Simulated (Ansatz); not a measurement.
A relaxation computed with Ansatz, from input to last step.

```yaml
crystal:
  lattice:
    - [4.7317287454, 0.0, 0.0]
    - [0.0, 4.7317287454, 0.0]
    - [0.0, 0.0, 6.0162509475]
  atoms:
    - { symbol: Ga, position: [0.6666666667, 0.3333333333, 0.3333333333] }
    - { symbol: Ga, position: [0.3333333333, 0.6666666667, 0.3333333333] }
    - { symbol: Ga, position: [0.3333333333, 0.3333333333, 0.6666666667] }
    - { symbol: Ga, position: [0.6666666667, 0.6666666667, 0.6666666667] }
    - { symbol: S, position: [0.0, 0.0, 0.2733524153] }
    - { symbol: S, position: [0.0, 0.0, 0.7266475847] }
basis:
  ecutwfc: 420
kpoints:
  mp_grid: { grid: [4, 4, 4] }
hamiltonian:
  xc: pbe
scf:
  occupations: { method: gaussian, width: 0.1 }
  lower_state_search: "off"
output:
  forces: true
  stress: true
  eigenvalues: true
relax:
  adjacent_minimum: "off"
  f_tol: 0.04
  max_steps: 70
  cell: { stress_tol: 0.4 }
```

```bash
ansatz run input.yaml --threads 1 --pin off --max-ram 2560MiB --backend cpu --events-out ev --progress --plain --runs-dir out
```

Theory: DFT PBE, scalar-relativistic, plane waves, PAW (Ansatz 0.2.0).

Of 19 frames 10 are shown, positions in Å and forces in eV/Å; the SCF threshold varies from step to step. Steps run on the plane waves of an earlier cell, with a Pulay correction in the pressure. The basis is chosen afresh for the last frame, the zero of the energies, and at times for earlier ones too; energy and pressure step there, also at an unchanged geometry. Here that happened at step 11 (-18 meV/atom, 1.0 GPa); the frames before carry an error of that size. The mark taken_back stands on steps that the optimiser undid.

```xyz
6
Lattice="4.7317 0.0000 0.0000 0.0000 4.7317 0.0000 0.0000 0.0000 6.0163" Properties=species:S:1:pos:R:3:forces:R:3 pbc="T T T" step=1 free_energy_over_end_meV_per_atom=552.58 pressure_GPa=10.79
Ga    3.1545    1.5772    2.0054    1.8143   -1.8143   -0.9352
Ga    1.5772    3.1545    2.0054   -1.8143    1.8143   -0.9352
Ga    1.5772    1.5772    4.0108   -1.8143   -1.8143    0.9352
Ga    3.1545    3.1545    4.0108    1.8143    1.8143    0.9352
S     0.0000    0.0000    1.6446    0.0000    0.0000   -1.7531
S     0.0000    0.0000    4.3717    0.0000    0.0000    1.7531
6
Lattice="4.9548 0.0000 0.0000 0.0000 4.9548 0.0000 0.0000 0.0000 6.1609" Properties=species:S:1:pos:R:3:forces:R:3 pbc="T T T" step=3 free_energy_over_end_meV_per_atom=222.80 pressure_GPa=1.53
Ga    3.3887    1.5660    2.0601    0.5381   -0.5381    0.3031
Ga    1.5660    3.3887    2.0601   -0.5381    0.5381    0.3031
Ga    1.5660    1.5660    4.1008   -0.5381   -0.5381   -0.3031
Ga    3.3887    3.3887    4.1008    0.5381    0.5381   -0.3031
S     0.0000    0.0000    1.3106    0.0000    0.0000   -0.0217
S     0.0000    0.0000    4.8503    0.0000    0.0000    0.0217
6
Lattice="4.9501 0.0000 0.0000 0.0000 4.9501 0.0000 0.0000 0.0000 6.7483" Properties=species:S:1:pos:R:3:forces:R:3 pbc="T T T" step=5 free_energy_over_end_meV_per_atom=82.71 pressure_GPa=0.59
Ga    3.5137    1.4364    2.5431    0.1688   -0.1688   -0.1071
Ga    1.4364    3.5137    2.5431   -0.1688    0.1688   -0.1071
Ga    1.4364    1.4364    4.2052   -0.1688   -0.1688    0.1071
Ga    3.5137    3.5137    4.2052    0.1688    0.1688    0.1071
S     0.0000    0.0000    1.3947    0.0000    0.0000    0.5400
S     0.0000    0.0000    5.3537    0.0000    0.0000   -0.5400
6
Lattice="4.8835 0.0000 0.0000 0.0000 4.8835 0.0000 0.0000 0.0000 7.3446" Properties=species:S:1:pos:R:3:forces:R:3 pbc="T T T" step=7 free_energy_over_end_meV_per_atom=44.84 pressure_GPa=-0.62
Ga    3.4943    1.3893    2.8410   -0.0545    0.0545   -0.1526
Ga    1.3893    3.4943    2.8410    0.0545   -0.0545   -0.1526
Ga    1.3893    1.3893    4.5037    0.0545    0.0545    0.1526
Ga    3.4943    3.4943    4.5037   -0.0545   -0.0545    0.1526
S     0.0000    0.0000    1.6355    0.0000    0.0000    0.1077
S     0.0000    0.0000    5.7091    0.0000    0.0000   -0.1077
6
Lattice="4.8119 0.0000 0.0000 0.0000 4.8119 0.0000 0.0000 0.0000 7.2502" Properties=species:S:1:pos:R:3:forces:R:3 pbc="T T T" step=9 free_energy_over_end_meV_per_atom=39.83 pressure_GPa=0.33
Ga    3.4172    1.3947    2.7474    0.0274   -0.0274    0.0136
Ga    1.3947    3.4172    2.7474   -0.0274    0.0274    0.0136
Ga    1.3947    1.3947    4.5027   -0.0274   -0.0274   -0.0136
Ga    3.4172    3.4172    4.5027    0.0274    0.0274   -0.0136
S     0.0000    0.0000    1.5787    0.0000    0.0000   -0.0374
S     0.0000    0.0000    5.6715    0.0000    0.0000    0.0374
6
Lattice="4.7559 0.0000 0.0000 0.0000 4.7559 0.0000 0.0000 0.0000 7.3987" Properties=species:S:1:pos:R:3:forces:R:3 pbc="T T T" step=11 free_energy_over_end_meV_per_atom=20.52 pressure_GPa=0.93
Ga    3.3805    1.3754    2.8037   -0.0057    0.0057    0.0082
Ga    1.3754    3.3805    2.8037    0.0057   -0.0057    0.0082
Ga    1.3754    1.3754    4.5949    0.0057    0.0057   -0.0082
Ga    3.3805    3.3805    4.5949   -0.0057   -0.0057   -0.0082
S     0.0000    0.0000    1.5903    0.0000    0.0000   -0.0100
S     0.0000    0.0000    5.8084    0.0000    0.0000    0.0100
6
Lattice="4.6907 0.0000 0.0000 0.0000 4.6907 0.0000 0.0000 0.0000 7.9412" Properties=species:S:1:pos:R:3:forces:R:3 pbc="T T T" step=13 free_energy_over_end_meV_per_atom=4.98 pressure_GPa=0.24
Ga    3.3374    1.3533    3.0336   -0.0270    0.0270   -0.0092
Ga    1.3533    3.3374    3.0336    0.0270   -0.0270   -0.0092
Ga    1.3533    1.3533    4.9076    0.0270    0.0270    0.0092
Ga    3.3374    3.3374    4.9076   -0.0270   -0.0270    0.0092
S     0.0000    0.0000    1.7560    0.0000    0.0000    0.0175
S     0.0000    0.0000    6.1853    0.0000    0.0000   -0.0175
6
Lattice="4.6055 0.0000 0.0000 0.0000 4.6055 0.0000 0.0000 0.0000 8.5140" Properties=species:S:1:pos:R:3:forces:R:3 pbc="T T T" step=15 free_energy_over_end_meV_per_atom=3.61 pressure_GPa=-0.26 taken_back
Ga    3.2600    1.3456    3.2245    0.0409   -0.0409    0.1577
Ga    1.3456    3.2600    3.2245   -0.0409    0.0409    0.1577
Ga    1.3456    1.3456    5.2895   -0.0409   -0.0409   -0.1577
Ga    3.2600    3.2600    5.2895    0.0409    0.0409   -0.1577
S     0.0000    0.0000    1.9299    0.0000    0.0000   -0.0368
S     0.0000    0.0000    6.5841    0.0000    0.0000    0.0368
6
Lattice="4.5917 0.0000 0.0000 0.0000 4.5917 0.0000 0.0000 0.0000 8.5045" Properties=species:S:1:pos:R:3:forces:R:3 pbc="T T T" step=17 free_energy_over_end_meV_per_atom=1.95 pressure_GPa=-0.04 taken_back
Ga    3.2523    1.3394    3.2425    0.0350   -0.0350    0.0429
Ga    1.3394    3.2523    3.2425   -0.0350    0.0350    0.0429
Ga    1.3394    1.3394    5.2620   -0.0350   -0.0350   -0.0429
Ga    3.2523    3.2523    5.2620    0.0350    0.0350   -0.0429
S     0.0000    0.0000    1.9344    0.0000    0.0000   -0.0067
S     0.0000    0.0000    6.5701    0.0000    0.0000    0.0067
6
Lattice="4.6131 0.0000 0.0000 0.0000 4.6131 0.0000 0.0000 0.0000 8.3932" Properties=species:S:1:pos:R:3:forces:R:3 pbc="T T T" step=19 free_energy_over_end_meV_per_atom=0.00 pressure_GPa=0.07
Ga    3.2707    1.3424    3.2028    0.0060   -0.0060   -0.0042
Ga    1.3424    3.2707    3.2028   -0.0060    0.0060   -0.0042
Ga    1.3424    1.3424    5.1904   -0.0060   -0.0060    0.0042
Ga    3.2707    3.2707    5.1904    0.0060    0.0060    0.0042
S     0.0000    0.0000    1.9007    0.0000    0.0000    0.0086
S     0.0000    0.0000    6.4925    0.0000    0.0000   -0.0086
```

The start is a random arrangement. The cell swells from 22.4 to 29.8 Å³ an atom, so the end can be far from any stable crystal. At the end the space group is P-42m (tolerance 0.05 Å).

The run took 3.7 min on 1 thread of Arm Neoverse V2, with other jobs on the host, peak memory 0.4 GiB.

The k mesh is coarse. The cell holds layers, and where no dispersion correction was added their binding is poorly described.